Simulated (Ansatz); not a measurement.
W:
```yaml
crystal:
  lattice:
    - [0.00000, 3.67467, 3.67467]
    - [3.67467, 0.00000, 3.67467]
    - [3.67467, 3.67467, 0.00000]
  atoms:
    - { symbol: W, position: [0.75000, 0.75000, 0.75000] }
    - { symbol: W, position: [0.50000, 0.50000, 0.50000] }
    - { symbol: W, position: [0.12500, 0.62500, 0.12500] }
    - { symbol: W, position: [0.12500, 0.12500, 0.12500] }
    - { symbol: W, position: [0.62500, 0.12500, 0.12500] }
    - { symbol: W, position: [0.12500, 0.12500, 0.62500] }
```

Relaxed with r²SCAN. Special points in fractions of this cell's reciprocal vectors: Γ (0.000, 0.000, 0.000); X (0.500, 0.000, 0.500); U (0.625, 0.250, 0.625); K (0.375, 0.375, 0.750); L (0.500, 0.500, 0.500); W (0.500, 0.250, 0.750).

Problem. List the band energies nearest the Fermi level at these points for r²SCAN with spin–orbit coupling (plane waves, PAW; program Ansatz).

Solution. In eV from the Fermi level; about four levels below and three above (degenerate sets whole), none deeper than 8.9 eV; points with the same levels are listed once.

| k | below | above |
|---|---|---|
| Γ | -0.42 -0.42 -0.42 -0.42 | 0.23 0.23 0.74 0.74 0.74 0.74 |
| X | -0.91 -0.91 -0.91 -0.91 | 0.42 0.42 0.42 0.42 |
| U | -1.22 -1.22 -0.39 -0.39 | 0.10 0.10 0.52 0.52 |
| L | -0.46 -0.46 -0.29 -0.29 | 0.38 0.38 0.78 0.78 |
| W | -1.20 -1.20 -1.01 -1.01 | 0.27 0.27 0.84 0.84 |

Space group Fd-3m. The start of the workflow was typed in or built on a structure type; neither database checked (COD, Materials Project) lists it. It is not the phase usual at ambient conditions (space group No. 229). The r²SCAN relaxation kept the symmetry of its start; its stability against distortions is not shown here. The run is not spin-polarised.

Potentials: the earlier of the program's two PAW sets.
